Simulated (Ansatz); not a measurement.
Relaxed-ion elastic tensor of TiN (rock salt, space group No. 225) in GPa (Voigt order), LDA in the plane-wave PAW code Ansatz; density 5.66 g/cm³, 9.07 Å³ per atom.

|  | 1 | 2 | 3 | 4 | 5 | 6 |
|---|---|---|---|---|---|---|
| 1 | 690 | 134 | 134 | 0.0 | 0.0 | 0.0 |
| 2 | 134 | 690 | 134 | 0.0 | 0.0 | 0.0 |
| 3 | 134 | 134 | 690 | 0.0 | 0.0 | 0.0 |
| 4 | 0.0 | 0.0 | 0.0 | 178 | 0.0 | 0.0 |
| 5 | 0.0 | 0.0 | 0.0 | 0.0 | 178 | 0.0 |
| 6 | 0.0 | 0.0 | 0.0 | 0.0 | 0.0 | 178 |

Q: Is the crystal mechanically stable?

A: Yes: the smallest eigenvalue of C is 178 GPa.

Q: Work out the Voigt, Reuss and Hill averages.

A: K_V = 320, K_R = 320, K_H = 320; G_V = 218, G_R = 208, G_H = 213 GPa.

Q: Give Young's modulus, Poisson's ratio, Pugh's ratio and the universal anisotropy index.

A: E = 9KG/(3K + G) = 523 GPa; ν = 0.23; K/G = 1.50 (brittle by the Pugh limit of 1.75); A_U = 5G_V/G_R + K_V/K_R − 6 = 0.24.

Q: Estimate the sound speeds and the Debye temperature.

A: v_l = √((K + 4G/3)/ρ) = 10300 m/s, v_t = √(G/ρ) = 6140 m/s, mean 6790 m/s; Θ = (h/k)(3n/4πV)^(1/3) v_m = 970 K.

Q: Give the Zener ratio and Young's modulus along [100], [110] and [111].

A: A = 2C44/(C11 − C12) = 0.64; 1/E = S11 − 2(S11 − S12 − S44/2)Γ with Γ = 0, 1/4, 1/3 gives 647, 488, 451 GPa.

Q: Solve the Christoffel equation for the three sound speeds along [100], [110], [111].

A: Eigenvalues of C_ijkl n_j n_l equal ρv². In km/s, slowest first: [100] 5.61, 5.61, 11.04; [110] 5.61, 7.01, 10.21; [111] 6.57, 6.57, 9.92.

Space group Fm-3m (rock salt). Symmetry was held in the LDA relaxation; of distortions, only those at the zone centre were tested. No spin polarisation was allowed. With an odd number of electrons in the cell and no spin polarisation, the count alone makes it a metal. As this level gives no gap, shear constants depend on the k-mesh and smearing (Fermi–Dirac, 0.1 eV here).

Potentials: the later of the program's two PAW sets.
